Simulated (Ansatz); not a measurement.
Relaxed C (graphite type, space group P6_3/mmc):

```
CELL_PARAMETERS angstrom
      2.45537     0.00000     0.00000
     -1.22769     2.12641     0.00000
      0.00000     0.00000     6.67102
ATOMIC_POSITIONS crystal
  C  0.00000 0.00000 0.25000
  C  0.00000 0.00000 0.75000
  C  0.33333 0.66667 0.25000
  C  0.66667 0.33333 0.75000
```

In each cell atom 1 (C, nearest neighbour C at 1.418 Å; its periodic images, 2.5 Å or more away, move with it) moves by s·(1.000, 0.000, 0.000) (along Cartesian x), the rest being held.

These are r2SCAN+rVV10 (plane waves to 500 eV, PAW, scalar-relativistic; Ansatz, a program for electronic structure) values and carry that method's errors. k mesh 12×12×4 (Γ-centred), Fermi-Dirac smearing 0.05 eV. The energy includes the smearing's −TS. With partly filled bands, energies and forces of such displacements shift with the k mesh and the smearing. C was relaxed with its symmetry unable to fall. The zero of ΔE is the undisplaced structure. The last digit holds for this mesh only.

```tsv
s (Å)	ΔE (meV/cell)
-0.280	2137.1
-0.224	withheld
-0.168	793.7
-0.112	350.8
-0.056	86.3
0.000	0.0
0.056	86.3
0.112	350.8
0.168	793.7
0.224	withheld
0.280	2137.1
```

Fit an even polynomial form (powers 2, 4, 6) to the given rows and predict ΔE at s = 0.224.

Least squares on the 9 given rows: ΔE = (27640)·s² + (29480)·s⁴ + (-438200)·s⁶, in meV/cell with s in Å; root-mean-square residual 0.34 meV/cell. At 0.224 the fit gives 1405.7 meV/cell; the calculation gives 1390.7 meV/cell, so the interpolation is off by 15.0 (+1.1 %). The quadratic term alone would give 1386.9 meV/cell.

(A displaced cell: forces are minus the slopes of the energy, force constants its curvatures, and phonons follow from these.)
